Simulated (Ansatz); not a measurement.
ZrO2 (baddeleyite type, space group P2_1/c)

```yaml
crystal:
  lattice:
    - [5.18930, 0.00000, 0.00000]
    - [0.00000, 5.24180, 0.00000]
    - [-0.90344, 0.00000, 5.30261]
  atoms:
    - { symbol: Zr, position: [0.27571, 0.04384, 0.21016] }
    - { symbol: Zr, position: [0.72429, 0.54384, 0.28984] }
    - { symbol: Zr, position: [0.72429, 0.95616, 0.78984] }
    - { symbol: Zr, position: [0.27571, 0.45616, 0.71016] }
    - { symbol: O, position: [0.06488, 0.32613, 0.35022] }
    - { symbol: O, position: [0.93512, 0.82613, 0.14978] }
    - { symbol: O, position: [0.93512, 0.67387, 0.64978] }
    - { symbol: O, position: [0.06488, 0.17387, 0.85022] }
    - { symbol: O, position: [0.45109, 0.75674, 0.47528] }
    - { symbol: O, position: [0.54891, 0.25674, 0.02472] }
    - { symbol: O, position: [0.54891, 0.24326, 0.52472] }
    - { symbol: O, position: [0.45109, 0.74326, 0.97528] }
```

The slice is a (001) plane (indices of the conventional cell) through the point (0.276, 0.044, 0.210) (fractional), spanned by u = [100] and v = [010] in vectors of this cell: u (5.19 Å) and v (5.24 Å, at 90° to u). It covers one period; positions are fractions (u, v).

Computed with PBE (plane waves to 420 eV, PAW, scalar-relativistic; Ansatz, a quantum-chemistry and plane-wave program). k mesh 5×5×5. These are valence fields of a PAW run, semicore shells included where kept as valence: close to a nucleus they are smooth pseudo fields. The PAW data are Ansatz's earlier set. ZrO2 is run without spin polarisation. ZrO2 was relaxed with its symmetry unable to fall.

Three fields on this plane, each scaled to ten steps between its own extremes (0 low, 9 high; the total valence density on a logarithmic scale, the potential cut 8 eV below its top; x marks points blanked near nuclei; v = 0 in the bottom row):

Map A
```
|xxxx0047899987510xxx|
|xxx001568898xxxx00xx|
|xx000356787xxxxxx00x|
|00003555565xxxxxx100|
|01345543222xxxxxx531|
|55665310000xxxxxx776|
|877640000x00xxxx8988|
|8876200xxxx001589999|
|987500xxxxxx00589999|
|986400xxxxxx00479999|
|876400xxxxxx00479999|
|8764100xxxx001578999|
|766530000x0003xxx888|
|55555310000035xxxx66|
|00245443323567xxxx31|
|000035556677887xx100|
|xx00046788899975100x|
|xxx002678999997300xx|
|xxxx0157899998610xxx|
|xxxx0047899998610xxx|
```

Map B
```
|xxxx3000002689842xxx|
|xxx610000269xxxx44xx|
|xx510000038xxxxxx24x|
|22000100039xxxxxx511|
|00001110027xxxxxx710|
|00011100113xxxxxx610|
|000011136x33xxxx8400|
|0000014xxxx524653100|
|000002xxxxxx31110000|
|000003xxxxxx50000000|
|000002xxxxxx41244420|
|0000014xxxx722799862|
|100111135x5216xxx984|
|00013332110038xxxx84|
|00013565310048xxxx51|
|221135665200279xx522|
|xx51145642001366324x|
|xxx512343100001114xx|
|xxxx2012100000001xxx|
|xxxx3000000123212xxx|
```

Map C
```
|xxxx6321123567778xxx|
|xxx953211357xxxx89xx|
|xx964322246xxxxxx89x|
|76654433357xxxxxx766|
|44455444457xxxxxx754|
|23445555667xxxxxx532|
|123455689x99xxxx6421|
|1233468xxxx987654210|
|012347xxxxxx86432100|
|001247xxxxxx85433210|
|000136xxxxxx85554321|
|1012358xxxx976676542|
|212345789x8767xxx754|
|32345667765567xxxx64|
|44445677654457xxxx75|
|766566765433467xx877|
|xx97666653223456779x|
|xxx965543211234569xx|
|xxxx7543211123347xxx|
|xxxx7422111244557xxx|
```

Task: Assign the maps to these fields: electron localisation function (ELF); valence electron density; electrostatic potential energy of an electron, from the cell's mean.

Result: A is the electrostatic potential energy of an electron, from the cell's mean; B is the electron localisation function (ELF); C is the valence electron density.
